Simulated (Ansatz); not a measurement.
Ir:
```
CELL_PARAMETERS angstrom
      0.00000     1.90548     1.90548
      1.90548     0.00000     1.90548
      1.90548     1.90548     0.00000
ATOMIC_POSITIONS crystal
  Ir 0.00000 0.00000 0.00000
```

Relaxed with LDA. Special points in fractions of this cell's reciprocal vectors: Γ (0.000, 0.000, 0.000); X (0.500, 0.000, 0.500); U (0.625, 0.250, 0.625); K (0.375, 0.375, 0.750); L (0.500, 0.500, 0.500); W (0.500, 0.250, 0.750).

List the band energies nearest the Fermi level at these points for the program Ansatz at the LDA level (PAW).

In eV from the Fermi level; about four levels below and three above (degenerate sets whole), none deeper than 8.9 eV; … stands for higher levels left out; points with the same levels are listed once.

| k | below | above |
|---|---|---|
| Γ | -4.08 -4.08 -4.08 | … |
| X | -8.21 -7.64 | 0.90 1.51 1.51 |
| U | -7.23 -6.22 -3.02 -0.95 | 0.59 … |
| L | -8.40 -4.18 -4.18 -0.84 | … |
| W | -6.51 -5.08 -5.08 -1.92 | 1.52 … |

Space group Fm-3m (fcc (Cu type)). The LDA relaxation kept the symmetry of its start. The run is not spin-polarised. Scalar-relativistic: spin–orbit coupling is off unless named, which matters more the heavier the elements.

Potentials: the later of the program's two PAW sets.
